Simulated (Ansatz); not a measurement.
GeSe, first-principles data

GeSe:
```yaml
crystal:
  lattice:
    - [0.00000, 2.75771, 2.75771]
    - [2.75771, 0.00000, 2.75771]
    - [2.75771, 2.75771, 0.00000]
  atoms:
    - { symbol: Ge, position: [0.00000, 0.00000, 0.00000] }
    - { symbol: Se, position: [0.50000, 0.50000, 0.50000] }
```

Space group Fm-3m (No. 225), rock salt; conventional cell a = b = c = 5.5154 Å, α = β = γ = 90.00°.

Method: DFT-LDA in the program Ansatz with PAW potentials. Structure relaxed to zero pressure with the same functional. Other levels are named where they apply.

Cell and energy:

| Quantity | Value |
|---|---|
| Volume per atom | 20.97 Å³ |
| Density | 6.00 g/cm³ |
| Formation energy from the elements (no fitted shifts) | -0.24 eV/atom |

Electronic structure:

| Quantity | Value |
|---|---|
| Electronic character | no gap, with almost no states at the Fermi level (zero-gap or semimetallic) |
| Density of states at the Fermi level | 0.00 states/eV per atom (mean over ±0.08 eV) |

Mechanics:

| Quantity | Value |
|---|---|
| Bulk modulus (Birch–Murnaghan fit) | 70.3 GPa |
| Pressure derivative B′ | 4.1 |
| Elastic constants (relaxed ions, GPa) | C11 = 197, C12 = 6.8, C44 = 31.8 |
| Mechanical stability | stable (all eigenvalues of C positive) |
| Hill bulk and shear moduli | 70.3 and 50.2 GPa |
| Young's modulus | 122 GPa |
| Poisson's ratio | 0.21 |
| Debye temperature from the elastic constants | 345 K |

Phonons:

| Property | Result |
|---|---|
| Zone-centre stability | unstable, softest mode 72i cm⁻¹ |

The first step of the workflow began from a Materials Project structure, measured or hypothetical; the Crystallography Open Database copy checked does not list it. It is not the phase usual at ambient conditions (space group No. 62). The LDA relaxation kept the symmetry of its start. As this level gives no gap, shear constants depend on the k-mesh and smearing (Fermi–Dirac, 0.1 eV here). As this level gives no gap, phonon frequencies hold no LO–TO term and depend on the k-mesh and smearing (Fermi–Dirac, 0.1 eV here). The references are the lowest solids computed at this level, not always the standard phases. Spin–orbit coupling is left out wherever it is not named.

Potentials: the later of the program's two PAW sets.
